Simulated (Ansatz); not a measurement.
Free-standing chains of the atoms of Al, named by their start (strip: triangular double chain, ladder: square double chain); atoms and period are relaxed, and energies count from relaxed bulk Al (Fm-3m, 15.90 Å³/atom, gap on the mesh 0.00 eV).

These are results of DFT r2SCAN, scalar-relativistic, plane waves, PAW (Ansatz), not measurements.

Settings: cutoff 500 eV, Γ-centred mesh 1×1×25 on the computed 1-atom cell, Gaussian smearing of 0.05 eV; collinear spin from starting moments 0.5 μB.

Start (linear chain):

```
CELL_PARAMETERS angstrom
9.00000 0.00000 0.00000
0.00000 9.30000 0.00000
0.00000 0.00000 2.54050
ATOMIC_POSITIONS crystal
Al 0.50000 0.50000 0.00000
```

Q: Give the relaxed structure and its energy.

A: The free energy falls by 9 meV/atom.

| Property | Result |
| --- | --- |
| excess energy (eV per host atom) | 2.043 |
| period (Å) | 2.488 |
| gap on the mesh (eV) | 0 |
| highest filled level or Fermi level under vacuum (eV) | 3.75 |
| size of the moment (μB per cell) | 1.00 |

Relaxed structure:
```
CELL_PARAMETERS angstrom
9.00000 0.00000 0.00000
0.00000 9.30000 0.00000
0.00000 0.00000 2.48827
ATOMIC_POSITIONS crystal
Al 0.50000 0.50000 0.00000
```

Each run keeps its start's symmetry and one magnetic start, so lower states can exist.

The run took 43 s on 2 threads of Arm Neoverse V1, with other jobs on the host, peak memory 0.84 GiB.